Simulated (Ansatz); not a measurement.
AlB2Ru2 in space group Cmmm (No. 65; Al on 2a, Ru on 4j, B on 4i) under volume change, plane-wave PAW r²SCAN (Ansatz code), shape and atoms relaxed at each volume.

| V (Å³/atom) | E − E(relaxed) (meV/atom) | P (GPa) |
|---|---|---|
| 9.563 | ___ | ___ |
| 9.878 | 31.7 | 16.92 |
| 10.193 | 7.5 | 7.86 |
| 10.509 | 0.0 | 0.00 |
| 10.824 | 6.7 | -6.62 |
| 11.139 | ___ | ___ |
| 11.454 | 54.5 | -17.11 |

Fill in the missing entries.


- 9.563, E − E(relaxed) (meV/atom): 75.1
- 9.563, P (GPa): 27.56
- 11.139, E − E(relaxed) (meV/atom): 25.4
- 11.139, P (GPa): -12.30

What does a third-order Birch–Murnaghan fit give for V₀, B₀ and B′?

V₀ = 10.51 Å³/atom, B₀ = 239 GPa, B′ = 4.2.

The start of the workflow was typed in or built on a structure type; neither database checked (COD, Materials Project) lists it. Whether it is the stable phase at ambient conditions was not checked. The r²SCAN relaxation kept the symmetry of its start; whether a distortion lowers the energy is not shown. No spin polarisation was allowed. The volume moved by 17 % from the start of the relaxation.

Potentials: the later of the program's two PAW sets.
